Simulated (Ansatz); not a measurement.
Problem. Free-standing sheets of MnGe2N4, MA2Z4 (octahedral core, outer Z over the far inner Z)-type layer and FSi, capped honeycomb (chair)-type layer are relaxed with PBE (plane waves, PAW; program Ansatz). Aligned at the vacuum level, what band offsets and what type of junction result?

Solution. MnGe2N4: VBM -6.23, CBM -5.53 eV; FSi: VBM -6.44, CBM -5.76 eV. Valence offset 0.21 eV (MnGe2N4 higher), conduction offset 0.23 eV (FSi lower): type II (staggered).

Mismatch of the primitive lattice constants: 3.044 against 3.967 Å, 23.3 %.

Natural alignment of Kohn–Sham levels: no interface dipole, strain or quasiparticle shift.

Spin orders computed, not proven ground states: MnGe2N4, MA2Z4 (octahedral core, outer Z over the far inner Z)-type layer ferromagnetic. All cells were relaxed under the symmetry of their starts (and spin orders); stability against distortions was not tested throughout. Spin–orbit coupling is left out wherever it is not named. Constructed layers (a layer type filled with these elements): MnGe2N4, MA2Z4 (octahedral core, outer Z over the far inner Z)-type layer; FSi, capped honeycomb (chair)-type layer.

Potentials: the later of the program's two PAW sets.

Edges and masses are those of Kohn–Sham bands, whose gap is no quasiparticle gap.
